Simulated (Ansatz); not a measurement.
SbPd:
```xyz
4
Lattice="4.1092 0.0000 0.0000 -2.0546 3.5586 0.0000 0.0000 0.0000 5.6493" Properties=species:S:1:pos:R:3 pbc="T T T"
Sb     0.0000     2.3724     1.4123
Sb     2.0546     1.1862     4.2369
Pd     0.0000     0.0000     0.0000
Pd     0.0000     0.0000     2.8246
```

Relaxed with r²SCAN.

Tabulate the valence density and the electron localisation function along the shortest Sb–Pd contact (2.76 Å), r²SCAN in the plane-wave PAW code Ansatz.



| distance from Sb (Å) | density (e/Å³) | ELF |
|---|---|---|
| 0.28 | 14.74 | 0.00 |
| 0.41 | 8.49 | 0.01 |
| 0.55 | 4.14 | 0.09 |
| 0.69 | 1.91 | 0.21 |
| 0.83 | 0.98 | 0.31 |
| 0.97 | 0.62 | 0.36 |
| 1.10 | 0.46 | 0.42 |
| 1.24 | 0.38 | 0.46 |
| 1.38 | 0.35 | 0.40 |
| 1.52 | 0.38 | 0.28 |
| 1.66 | 0.49 | 0.23 |
| 1.79 | 0.79 | 0.28 |
| 1.93 | 1.61 | 0.38 |
| 2.07 | 3.60 | 0.48 |
| 2.21 | 6.74 | 0.51 |
| 2.35 | 10.02 | 0.46 |
| 2.48 | 12.36 | 0.36 |

The density is the valence pseudo-density with augmentation charge, so density and ELF within about 1 Å of a nucleus are not all-electron values.

Space group P6_3/mmc (NiAs type). The workflow started from an entry of the Crystallography Open Database (COD). Whether it is the stable phase at ambient conditions was not checked. The r²SCAN relaxation kept the symmetry of its start; its stability against distortions is not shown here. No spin polarisation was allowed. Spin–orbit coupling is left out wherever it is not named.

Potentials: the later of the program's two PAW sets.
